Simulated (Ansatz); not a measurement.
Theory: DFT PBE, scalar-relativistic, plane waves, PAW (Ansatz 0.2.0). All cells share a 420 eV cutoff and Γ-centred k meshes spaced about 0.3 Å⁻¹ or finer (0.25 for metals, 2π included). No spin polarisation.

These are static total energies at zero pressure.

Two forms of Al3Ga3N2 were relaxed alike.

A.

```cif
data_structure
_symmetry_space_group_name_H-M 'P3m1'
_symmetry_Int_Tables_number 156
_cell_length_a 3.0762
_cell_length_b 3.0762
_cell_length_c 14.6190
_cell_angle_alpha 90.000
_cell_angle_beta 90.000
_cell_angle_gamma 120.000
_cell_volume 119.81
loop_
_atom_site_label
_atom_site_type_symbol
_atom_site_symmetry_multiplicity
_atom_site_Wyckoff_symbol
_atom_site_fract_x
_atom_site_fract_y
_atom_site_fract_z
_atom_site_occupancy
Al1 Al 1 b 0.33333 0.66667 0.17524 1
Al2 Al 1 a 0.00000 0.00000 0.35207 1
Al3 Al 1 a 0.00000 0.00000 0.00101 1
Ga1 Ga 1 b 0.33333 0.66667 0.51880 1
Ga2 Ga 1 b 0.33333 0.66667 0.84592 1
Ga3 Ga 1 c 0.66667 0.33333 0.68014 1
N1 N 1 a 0.00000 0.00000 0.13350 1
N2 N 1 b 0.33333 0.66667 0.30632 1
```

B.

```cif
data_structure
_symmetry_space_group_name_H-M 'P3m1'
_symmetry_Int_Tables_number 156
_cell_length_a 3.0949
_cell_length_b 3.0949
_cell_length_c 14.4855
_cell_angle_alpha 90.000
_cell_angle_beta 90.000
_cell_angle_gamma 120.000
_cell_volume 120.16
loop_
_atom_site_label
_atom_site_type_symbol
_atom_site_symmetry_multiplicity
_atom_site_Wyckoff_symbol
_atom_site_fract_x
_atom_site_fract_y
_atom_site_fract_z
_atom_site_occupancy
Al1 Al 1 b 0.33333 0.66667 0.17374 1
Al2 Al 1 a 0.00000 0.00000 0.99817 1
Al3 Al 1 c 0.66667 0.33333 0.68039 1
Ga1 Ga 1 a 0.00000 0.00000 0.35845 1
Ga2 Ga 1 b 0.33333 0.66667 0.52303 1
Ga3 Ga 1 b 0.33333 0.66667 0.84438 1
N1 N 1 a 0.00000 0.00000 0.13046 1
N2 N 1 b 0.33333 0.66667 0.30438 1
```

**Question.** Which arrangement of the elements on these sites is preferred, and by what margin?

**Answer.** A is lower, by 202 meV/atom. The two share one framework of sites and differ in which element sits where. A has space group P3m1 (No. 156), 15.0 Å³/atom and no gap on its mesh; B has space group P3m1 (No. 156), 15.0 Å³/atom and no gap. Counting Al or Ga atoms around N (for each partner element, those within 1.25 times its shortest distance or 1.15 times the sum of covalent radii, where it is the nearest in units of that sum or under 1.3), A and B both have N 4. Both come from trial cells of a structure search, whose lowest cell (R3m, 15.1 Å³/atom) lies 18 meV/atom below the lower of the two.

Trial moments fell under 0.15 μB along the way in P3m1; another start might hold them. With atoms moved at random, A (by 18 meV/atom) fell into a lower structure. B had no clear such test and can be a saddle point.
